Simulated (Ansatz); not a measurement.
A: NiO (rock salt), a = 4.189 Å, b = 4.189 Å, c = 4.189 Å, α = 90.00°, β = 90.00°, γ = 90.00°
B: Ga2Pt (fluorite type, space group Fm-3m), a = 5.9349 Å, b = 5.9349 Å, c = 5.9349 Å, α = 90.00°, β = 90.00°, γ = 90.00°
C: C (diamond), a = b = c = 3.560 Å, α = β = γ = 90.00°

Scan: energy against volume (even scaling of the relaxed cell, symmetry kept). One method and one kind of scan serve all of them; meshes and ranges differ. All were relaxed with their symmetry unable to fall. Ga2Pt is run without spin polarisation. NiO is run spin-polarised and with no Hubbard U; the real compound is an antiferromagnetic insulator, a state that this run doesn't describe. Relaxed NiO ends ferromagnetic. Spin-orbit coupling is left out. This is a high-temperature form of Ga2Pt. Other magnetic orders were not checked, so this need not be the ground state. (This holds for the magnetic or f-shell members.)

Question: Rank these by bulk modulus (fitted) (highest first), as r2SCAN (plane waves to 500 eV, PAW, scalar-relativistic; Ansatz, a program for electronic structure) gives it.

Answer: C (451 GPa), A (215 GPa), B (134 GPa)

(A scan under strain: stresses follow from slopes of the energy per volume, elastic moduli from its curvatures.)
